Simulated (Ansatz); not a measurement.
Crystals of one structure type (zinc blende) and one family of elements, relaxed and computed with plane-wave PAW PBEsol (Ansatz code).

```csv
crystal,V (Å³/atom),K_Hill (GPa)
AlN,10.48,201
GaN,11.38,188
BAs,13.55,?
GaP,20.11,85.0
GaAs,22.66,69.4
AlAs,22.84,72.2
InP,25.40,66.9
```

Question: Fit a straight line to ln K against ln V and predict the withheld value.

Answer: Least squares on the 6 shown rows: ln K = -1.33 × ln V + (8.445), with a scatter of 3.7 %. For BAs this gives 145. The run itself gave 140, a miss of 3.6 % of that.

All cells were relaxed under the symmetry of their starts (and spin orders); stability against distortions was not tested throughout. Scalar-relativistic: spin–orbit coupling is off unless named, which matters more the heavier the elements.

Potentials: the earlier of the program's two PAW sets. The files were generated under PBE; for other functionals the program regenerates the frozen cores, and for LDA and PBEsol the local potential too.
